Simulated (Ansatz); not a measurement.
Problem. Each is relaxed and computed with DFT-LDA in the program Ansatz with PAW potentials. Which alone has a direct gap?
(A) GaSe, P6_3/mmc (Ga on 4f, Se on 4f)
(B) GaN, rock salt
(C) MoSeS, P-3m1 (Mo on 2c, Se on 2d, S on 2d)
(D) MoSe2, R3m (Mo on 3a, Se on 3a, Se on 3a)

Solution. A, GaSe, P6_3/mmc (Ga on 4f, Se on 4f). GaSe: gap 0.85 eV (direct); MoSe2: gap 0.73 eV (indirect); MoSeS: gap 0.52 eV (indirect); GaN: gap 0.59 eV (indirect). Not the usual ambient phase: MoSe2, R3m (Mo on 3a, Se on 3a, Se on 3a); GaN, rock salt. Standing as an ambient phase not checked: MoSeS, P-3m1 (Mo on 2c, Se on 2d, S on 2d). Weakly bound layers, chains or molecules computed without a dispersion correction, so cells and soft constants are ill determined: GaSe, P6_3/mmc (Ga on 4f, Se on 4f); MoSe2, R3m (Mo on 3a, Se on 3a, Se on 3a); MoSeS, P-3m1 (Mo on 2c, Se on 2d, S on 2d). All cells were relaxed under the symmetry of their starts (and spin orders); stability against distortions was not tested throughout. Rows with no word on spin ran without spin polarisation. Spin–orbit coupling is left out wherever it is not named.

Potentials: the later of the program's two PAW sets.
